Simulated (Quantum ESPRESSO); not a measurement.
# Kohn-Sham bands of HgS (wurtzite)

```
CELL_PARAMETERS angstrom
      4.19636     0.00000     0.00000
     -2.09818     3.63415     0.00000
      0.00000     0.00000     6.87025
ATOMIC_POSITIONS crystal
  Hg 0.66667 0.33333 0.50012
  Hg 0.33333 0.66667 0.00012
  S  0.66667 0.33333 0.87488
  S  0.33333 0.66667 0.37488
```

Cell from Materials Project (mp-973676), symmetrised, no further relaxation. Not found in the COD (Crystallography Open Database) copy used, which has the formula in other groups; not checked further. Method: PBEsol plane waves in Quantum ESPRESSO 7.5 (PseudoDojo norm-conserving files, 53 Ry, spinors with spin-orbit coupling), Bloch states on a 6×6×4 mesh through Γ, Wannier90 4.0.1. Density: 12×12×6 mesh, Gaussian smearing 0.01 Ry. With spin-orbit coupling a semilocal functional can close or falsely invert a small gap; the band order was not checked against a better method.

### Question
List the Kohn-Sham levels between −8 and 3.0 eV relative to the Fermi level at the high-symmetry points, as a band run of pw.x on that density gives them (levels within 2 meV counted together).

### Answer
```
point  k (reciprocal lattice)                                                                                                                                                                                                            levels (eV)
-----  ----------------------  ---------------------------------------------------------------------------------------------------------------------------------------------------------------------------------------------------------------------
Γ           0.000 0.000 0.000  -7.70 (×2), -7.67 (×2), -7.60 (×2), -7.09 (×2), -6.39 (×2), -6.15 (×2), -5.80 (×2), -5.79 (×2), -5.46 (×2), -5.41 (×2), -5.14 (×2), -1.05 (×2), -1.00 (×2), -0.68 (×2), -0.21 (×2), -0.14 (×2), -0.07 (×2), 1.21 (×2)
M           0.500 0.000 0.000   -7.64 (×2), -7.40 (×2), -7.29 (×2), -6.95 (×2), -6.18 (×2), -6.01 (×2), -5.79 (×2), -5.56 (×2), -5.40 (×2), -5.24 (×2), -4.79 (×2), -4.34 (×2), -3.13 (×2), -2.30 (×2), -1.51 (×2), -1.03 (×2), 2.10 (×2), 2.70 (×2)
K           0.333 0.333 0.000               -7.60 (×2), -7.35, -7.34 (×2), -7.23, -6.95 (×2), -6.12 (×2), -5.90, -5.74, -5.63 (×2), -5.54 (×2), -5.44 (×2), -5.43, -5.37, -4.64, -4.63 (×2), -4.38, -3.51 (×2), -2.38, -2.13 (×2), -1.92, -1.87 (×2)
A           0.000 0.000 0.500                                                                                                              -7.66 (×4), -7.51 (×4), -6.32 (×4), -5.80 (×4), -5.63 (×4), -2.98 (×4), -0.60 (×4), -0.57 (×4), 1.26 (×4)
L           0.500 0.000 0.500                                                                                                              -7.56 (×4), -7.12 (×4), -6.19 (×4), -5.67 (×4), -5.22 (×4), -4.83 (×4), -1.81 (×4), -1.61 (×4), 2.16 (×4)
H           0.333 0.333 0.500   -7.56 (×2), -7.37 (×2), -7.31 (×2), -7.04 (×2), -6.05 (×2), -6.00 (×2), -5.83 (×2), -5.50 (×2), -5.28 (×2), -5.26 (×2), -4.94 (×2), -4.68 (×2), -2.84 (×2), -2.58 (×2), -1.52 (×2), -1.51 (×2), 2.78 (×2), 2.91 (×2)
```
